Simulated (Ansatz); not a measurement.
Computed energy over volume and axial ratio: BeSe (zinc blende)

BeSe (zinc blende)

Space group F-43m (No. 216); a = b = c = 5.178 Å, α = β = γ = 90.00°

```tsv
atom	site	symmetry	x	y	z
Se	4c	-43m	0.2500	0.2500	0.2500
Be	4a	-43m	0.0000	0.0000	0.0000
```
(The calculation used a cell of 2 atoms; values per cell refer to that cell.)

Two coordinates are scanned: the volume, and the ratio of the stretch along z (the conventional c axis) to the stretch across it. Atoms keep their fractional coordinates.

The numbers are results of PBE (plane waves to 420 eV, PAW, scalar-relativistic; Ansatz, a quantum-chemistry and plane-wave program), not measurements. k mesh 11×11×11 (Γ-centred), Fermi-Dirac smearing 0.05 eV. Energies are smeared free energies. Stress and pressure are positive under compression. BeSe was relaxed with its symmetry unable to fall. ΔE is measured from the relaxed starting cell.

ΔE (meV/atom), with V/V₀ across and (c/a)/(c/a)₀ down:

| (c/a)/(c/a)₀ \ V/V₀ | 0.960 | 0.973 | 0.987 | 1.000 | 1.013 | 1.027 | 1.040 |
|---|---|---|---|---|---|---|---|
| 0.960 | 11.4 | 7.5 | 5.2 | 4.5 | 5.2 | 7.3 | 10.7 |
| 0.973 | 8.9 | 5.0 | 2.7 | 2.0 | 2.7 | 4.8 | 8.1 |
| 0.987 | 7.4 | 3.5 | 1.2 | 0.5 | 1.2 | 3.3 | 6.6 |
| 1.000 | 7.0 | 3.0 | 0.7 | 0.0 | 0.7 | 2.8 | 6.1 |
| 1.013 | 7.4 | 3.5 | 1.2 | 0.5 | 1.2 | 3.3 | 6.6 |
| 1.027 | 8.9 | 5.0 | 2.7 | 2.0 | 2.7 | 4.8 | 8.2 |
| 1.040 | 11.5 | 7.5 | 5.3 | 4.6 | 5.3 | 7.4 | 10.7 |

σzz − σxx (GPa), with V/V₀ across and (c/a)/(c/a)₀ down:

| (c/a)/(c/a)₀ \ V/V₀ | 0.960 | 0.973 | 0.987 | 1.000 | 1.013 | 1.027 | 1.040 |
|---|---|---|---|---|---|---|---|
| 0.960 | 3.04 | 3.02 | 3.00 | 2.97 | 2.95 | 2.93 | 2.91 |
| 0.973 | 2.07 | 2.05 | 2.04 | 2.02 | 2.00 | 1.99 | 1.97 |
| 0.987 | 1.05 | 1.04 | 1.04 | 1.03 | 1.02 | 1.01 | 1.00 |
| 1.000 | 0.00 | 0.00 | 0.00 | 0.00 | 0.00 | 0.00 | 0.00 |
| 1.013 | -1.09 | -1.08 | -1.07 | -1.06 | -1.05 | -1.04 | -1.03 |
| 1.027 | -2.22 | -2.20 | -2.18 | -2.16 | -2.14 | -2.12 | -2.10 |
| 1.040 | -3.39 | -3.36 | -3.32 | -3.29 | -3.25 | -3.22 | -3.19 |

Key numbers:

| Property | Value |
|---|---|
| Shear modulus C′ = (C11 − C12)/2 (fit, atoms clamped) | 39 GPa |
| Lowest place on the grid | V/V₀ = 1.000, (c/a)/(c/a)₀ = 1.000 (0.0 meV/atom) |
| Highest place on the grid | V/V₀ = 0.960, (c/a)/(c/a)₀ = 1.040 (11.5 meV/atom) |

The 49 points together took about 2.7 core-minutes (a rough figure).

(Under strain, the slope of the energy per volume gives the stress and its curvature an elastic modulus.)
